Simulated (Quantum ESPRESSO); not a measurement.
# Band energies of TlBr

```
CELL_PARAMETERS angstrom
      0.00000     3.34204     3.34204
      3.34204     0.00000     3.34204
      3.34204     3.34204     0.00000
ATOMIC_POSITIONS crystal
  Br 0.50000 0.50000 0.50000
  Tl 0.00000 0.00000 0.00000
```

norm-conserving PBEsol (Quantum ESPRESSO, 62 Ry, with spin-orbit coupling); path ΓXWKΓLUWLK,UX; energies in eV from the valence-band maximum.

```csv
k (1/Å),point,band 20,band 21,band 22,band 23,band 24,band 25,band 26,band 27
0.00,Γ,-1.47,4.65,4.65,6.68,6.68,6.68,6.68,8.00
0.23,,-1.14,3.97,3.97,5.60,5.60,6.32,6.32,7.31
0.47,,-1.02,3.27,3.27,5.18,5.18,6.11,6.11,6.45
0.82,,-1.98,4.49,4.49,5.47,5.47,5.78,5.78,6.31
0.94,X,-2.01,4.63,4.63,5.56,5.56,5.74,5.74,6.34
1.06,,-1.89,4.52,4.52,5.36,5.36,5.71,5.71,6.48
1.29,,-1.05,3.68,3.68,4.97,4.97,5.13,5.13,7.87
1.41,W,-0.85,3.45,3.45,4.89,4.89,5.09,5.09,8.65
1.74,K,-1.34,3.68,3.68,4.83,4.83,5.29,5.29,7.35
1.94,,-0.69,2.81,2.81,4.33,4.33,5.02,5.02,8.88
2.14,,-0.43,2.55,2.55,4.19,4.19,5.08,5.08,8.93
2.44,,-1.05,3.72,3.72,5.12,5.12,5.82,5.82,8.04
2.64,,-1.42,4.53,4.53,6.32,6.32,6.54,6.54,7.97
2.74,Γ,-1.47,4.65,4.65,6.68,6.68,6.68,6.68,8.00
2.84,,-1.43,4.53,4.53,6.32,6.32,6.52,6.52,7.96
3.15,,-0.82,3.18,3.18,4.56,4.56,5.29,5.29,7.81
3.35,,-0.28,2.24,2.24,3.87,3.87,4.68,4.68,8.27
3.55,L,0.00,1.81,1.81,3.64,3.64,4.46,4.46,8.75
3.67,,-0.13,1.97,1.97,3.73,3.73,4.54,4.54,8.76
3.90,,-0.77,2.83,2.83,4.29,4.29,4.95,4.95,8.36
4.13,U,-1.34,3.68,3.68,4.83,4.83,5.29,5.29,7.35
4.46,W,-0.85,3.45,3.45,4.89,4.89,5.09,5.09,8.65
4.65,,-0.79,3.18,3.18,4.64,4.64,5.09,5.09,8.70
4.84,,-0.54,2.55,2.55,4.13,4.13,4.83,4.83,8.79
5.13,L,0.00,1.81,1.81,3.64,3.64,4.46,4.46,8.75
5.29,,-0.25,2.12,2.12,3.83,3.83,4.61,4.61,8.76
5.46,,-0.72,2.76,2.76,4.24,4.24,4.92,4.92,8.43
5.70,K,-1.34,3.68,3.68,4.83,4.83,5.29,5.29,7.35
5.70,U,-1.34,3.68,3.68,4.83,4.83,5.29,5.29,7.35
5.78,,-1.61,4.07,4.07,5.02,5.02,5.51,5.51,6.87
6.03,X,-2.01,4.63,4.63,5.56,5.56,5.74,5.74,6.34
```

The PBEsol gap is direct, 1.81 eV at L.

Geometry of the Materials Project entry, not relaxed at this level.

This is not the ordinary phase of the substance; no match was found in the copy of COD used, and its stability was not checked.
